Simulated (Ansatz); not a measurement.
Tc:
```cif
data_Tc4
_chemical_formula_sum 'Tc4'
_space_group_name_H-M_alt 'P 1'
_space_group_IT_number 1
_cell_length_a 2.70946
_cell_length_b 2.70946
_cell_length_c 8.66982
_cell_angle_alpha 90.000
_cell_angle_beta 90.000
_cell_angle_gamma 120.000
loop_
_space_group_symop_operation_xyz
  'x, y, z'
loop_
_atom_site_label
_atom_site_type_symbol
_atom_site_fract_x
_atom_site_fract_y
_atom_site_fract_z
_atom_site_occupancy
Tc1 Tc 0.00000 0.00000 0.00000 1
Tc2 Tc 0.00000 0.00000 0.50000 1
Tc3 Tc 0.33333 0.66667 0.25000 1
Tc4 Tc 0.66667 0.33333 0.75000 1
```

Relaxed with LDA.

**Question.** Which orbitals make up the states near the Fermi level in the program Ansatz at the LDA level (PAW)?

**Answer.** Within 0.5 eV of the Fermi level: Tc 4d 90 %, Tc 5s 6 %. Projections are on Löwdin-orthogonalised atomic valence shells; empty p or d shells of many metals are not among them.

**Question.** Tabulate the density of states.

**Answer.** States/eV per cell of 4 atoms, in 0.25 eV bins, energy from the Fermi level.

```csv
E (eV),total,Tc 4d,Tc 5s,Tc 4p
-7.75,0.00,0.00,0.00,0.00
-7.50,0.04,0.00,0.04,0.00
-7.25,0.13,0.00,0.11,0.00
-7.00,0.19,0.00,0.17,0.00
-6.75,0.22,0.00,0.19,0.00
-6.50,0.29,0.01,0.25,0.01
-6.25,0.35,0.02,0.30,0.01
-6.00,0.65,0.23,0.38,0.01
-5.75,1.88,1.27,0.55,0.02
-5.50,3.72,2.71,0.92,0.03
-5.25,4.62,3.40,1.11,0.05
-5.00,5.47,4.29,1.06,0.05
-4.75,6.39,5.40,0.88,0.06
-4.50,5.52,4.75,0.67,0.06
-4.25,5.61,4.88,0.62,0.06
-4.00,3.74,3.38,0.28,0.04
-3.75,3.88,3.56,0.24,0.04
-3.50,3.14,2.89,0.17,0.04
-3.25,3.84,3.51,0.21,0.04
-3.00,4.45,4.01,0.31,0.05
-2.75,4.46,4.03,0.32,0.04
-2.50,4.80,4.44,0.23,0.04
-2.25,4.93,4.55,0.25,0.04
-2.00,6.55,6.03,0.32,0.06
-1.75,4.79,4.34,0.29,0.04
-1.50,5.17,4.74,0.27,0.03
-1.25,6.25,5.74,0.35,0.04
-1.00,5.45,4.95,0.33,0.03
-0.75,5.02,4.44,0.37,0.03
-0.50,5.12,4.59,0.32,0.03
-0.25,3.65,3.27,0.23,0.02
0.00,3.20,2.87,0.20,0.02
0.25,3.34,3.01,0.18,0.01
0.50,3.33,3.00,0.18,0.01
0.75,3.92,3.59,0.17,0.01
1.00,4.08,3.79,0.14,0.01
1.25,3.59,3.33,0.12,0.01
1.50,3.15,2.90,0.12,0.01
1.75,3.06,2.84,0.11,0.01
```

Space group P6_3/mmc (dhcp (α-La type)). The workflow started from a Materials Project entry (that database holds measured and hypothetical structures alike). Its sites differ from those of the usual phase in this space group: another stacking or structure type. The cell was relaxed with LDA under the symmetry of its start; whether a distortion lowers the energy is not shown. No spin polarisation was allowed. Spin–orbit coupling is left out wherever it is not named.

Potentials: the later of the program's two PAW sets.
